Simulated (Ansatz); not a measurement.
Method: DFT PBE, scalar-relativistic, plane waves, PAW (Ansatz 0.2.0). All cells share a 420 eV cutoff and Γ-centred k meshes spaced about 0.3 Å⁻¹ or finer (0.25 for metals, 2π included). No spin polarisation.

All energies are static (0 K, no zero-point motion).

Two forms of ZrGe2Pd3 were relaxed alike.

A.

Space group P4/mmm (No. 123). a = 3.172 Å, b = 3.172 Å, c = 9.977 Å, α = 90.00°, β = 90.00°, γ = 90.00°
```json
{"atom": "Zr", "site": "1a", "symmetry": "4/mmm", "x": "0.0000", "y": "0.0000", "z": "0.0000"}
{"atom": "Ge", "site": "2g", "symmetry": "4mm", "x": "0.0000", "y": "0.0000", "z": "0.3381"}
{"atom": "Pd", "site": "1d", "symmetry": "4/mmm", "x": "0.5000", "y": "0.5000", "z": "0.5000"}
{"atom": "Pd", "site": "2h", "symmetry": "4mm", "x": "0.5000", "y": "0.5000", "z": "0.8071"}
```

B.

Space group P-3m1 (No. 164). a = 4.352 Å, b = 4.352 Å, c = 6.030 Å, α = 90.00°, β = 90.00°, γ = 120.00°
```tsv
atom	site	symmetry	x	y	z
Zr	1a	-3m.	0.0000	0.0000	0.0000
Ge	2d	3m.	0.3333	0.6667	0.7475
Pd	2d	3m.	0.3333	0.6667	0.2953
Pd	1b	-3m.	0.0000	0.0000	0.5000
```

Task: Which form is favoured at zero pressure, and by what margin per atom?

Result: B is lower, by 191 meV/atom. A has space group P4/mmm (No. 123), 16.7 Å³/atom and no gap on its mesh; B has space group P-3m1 (No. 164), 16.5 Å³/atom and no gap. Counting Ge atoms around Pd and Zr (those within 1.25 times the shortest such distance or 1.15 times the sum of covalent radii; a slash parts the counts of unlike sites), A has Zr 2, Pd 4/8 and B has Zr 6, Pd 4/6. In A, around Zr lie 8 Pd at 2.96 Å, 4 Zr at 3.17 Å and 2 Ge at 3.37 Å; Ge has 8 Pd at 2.67–2.76 Å, 5 Ge at 3.17–3.23 Å and 1 Zr at 3.37 Å; Pd on a site of symmetry 4/mmm has 8 Ge at 2.76 Å and 6 Pd at 3.06–3.17 Å; 1 more site not described. In B, Zr is surrounded by 6 Ge at 2.94 Å and 8 Pd at 3.01–3.08 Å; Ge is surrounded by 3 Pd at 2.53 Å, 1 Pd at 2.73 Å, 3 Pd at 2.92 Å, 3 Zr at 2.94 Å and 1 Pd at 3.30 Å; around Pd on a site of symmetry 3m lie 3 Ge at 2.53 Å, 1 Ge at 2.73 Å, 3 Pd at 2.80 Å, 3 Zr at 3.08 Å and 1 Ge at 3.30 Å; 1 more site not described. Both come from trial cells of a structure search, whose lowest cell (P2_1/m, 16.4 Å³/atom) lies 83 meV/atom below the lower of the two.

Trial moments fell under 0.15 μB along the way in P4/mmm and P-3m1; another start might hold them. With atoms moved at random, B (by 83 meV/atom) fell into a lower structure. A had no clear such test and can be a saddle point. Some candidate types were left out of the draw beforehand, so a known form may be missing.
